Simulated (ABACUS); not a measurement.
Set-up for a self-consistent single point of CsSnI3 (Pm-3m, 5 atoms in the cell; from Materials Project mp-614013, changed as shown).

```
CELL_PARAMETERS angstrom
      6.20732     0.00000     0.00000
      0.00000     6.20732     0.00000
      0.00000     0.00000     6.20732
ATOMIC_POSITIONS crystal
  Cs 0.50000 0.50000 0.50000
  Sn 0.00000 0.00000 0.00000
  I  0.50000 0.00000 0.00000
  I  0.00000 0.50000 0.00000
  I  0.00000 0.00000 0.50000
```

Level of theory: PBE, PseudoDojo 0.5 standard norm-conserving PBE (tails mended) pseudopotentials (plane waves; ABACUS).

ABACUS settings:

- KPT = Gamma 6 6 6 0 0 0
- basis_type = pw
- ecutwfc = 72 Ry
- smearing_method = fd
- smearing_sigma = 0.00146997 Ry
- potentials = PseudoDojo 0.5 standard norm-conserving PBE (tails mended)
- symmetry = 1
- symmetry_prec = 1e-05
- ks_solver = dav_subspace
- scf_nmax = 100
- scf_thr = 1.0e-09 Ry
- mixing_type = pulay

Question: Estimate, at this level of theory: gap on the k-point mesh and pressure.

Answer: The run gave:

| Quantity | Value |
|---|---|
| Gap on the k-point mesh | 0.32 eV |
| Pressure | 0.61 GPa |

The gap is read on the k-point mesh of the run and can differ from the gap over the whole zone at this level.

For comparison: a first run was changed to give this one (lattice scaled by 0.98), and from it to this one the free energy rises by 1.9 meV/atom, the pressure goes from -0.36 to 0.61 GPa and the gap on the mesh goes from 0.575 to 0.320 eV.

Spin-orbit coupling is left out, which matters for bands and gaps with elements this heavy. The structure comes from a collection of computed structures, made at another level of theory; the collection holds predicted forms beside known ones. Its lattice was then scaled.

Cost on one core: about 4 core-minutes (a rough figure).

“Tails mended”: in these copies of the files the far tail of each local potential was reset to the Coulomb form.
